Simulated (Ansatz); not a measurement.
Relaxed InSb (zinc blende):

```
CELL_PARAMETERS angstrom
      0.00000     3.31730     3.31730
      3.31730     0.00000     3.31730
      3.31730     3.31730     0.00000
ATOMIC_POSITIONS crystal
  Sb 0.75000 0.75000 0.75000
  In 0.00000 0.00000 0.00000
```

In each cell atom 1 (Sb, nearest neighbour In at 2.873 Å; its periodic images, 4.7 Å or more away, move with it) moves by s·(0.577, -0.577, -0.577) (towards the nearest neighbour), the rest being held.

All values below come from PBE (plane waves to 420 eV, PAW, scalar-relativistic; Ansatz, a program for electronic structure). k mesh 10×10×10 (Γ-centred), Fermi-Dirac smearing 0.05 eV. The energy includes the smearing's −TS. Left out: 1 of 11 points, with atoms too close for the PAW data. With partly filled bands, energies and forces of such displacements shift with the k mesh and the smearing. At this level the bands of InSb touch or barely overlap; measurements give the solid a gap. InSb was relaxed with its symmetry unable to fall. Spin-orbit coupling is left out, though Sb is heavy. ΔE is measured from the undisplaced structure. The last digit holds for this mesh only.

```csv
s (Å),ΔE (meV/cell)
-0.860,786.8
-0.688,644.0
-0.516,449.5
-0.344,242.2
-0.172,73.0
0.000,0.0
0.172,103.4
0.344,488.8
0.516,1315.6
0.688,withheld
```

**Question.** Fit a polynomial form (powers 2, 3, 4) to the given rows and predict ΔE at s = 0.688.

**Answer.** Least squares on the 9 given rows: ΔE = (3047)·s² + (3136)·s³ + (970.6)·s⁴, in meV/cell with s in Å; root-mean-square residual 5.44 meV/cell. At 0.688 the fit gives 2681.0 meV/cell; the calculation gives 2859.7 meV/cell, so the extrapolation is off by -178.7 (-6.2 %). The quadratic term alone would give 1442.3 meV/cell.

(For displaced atoms, the force is minus the slope of the energy, and its curvature is a force constant, which sets phonon frequencies.)
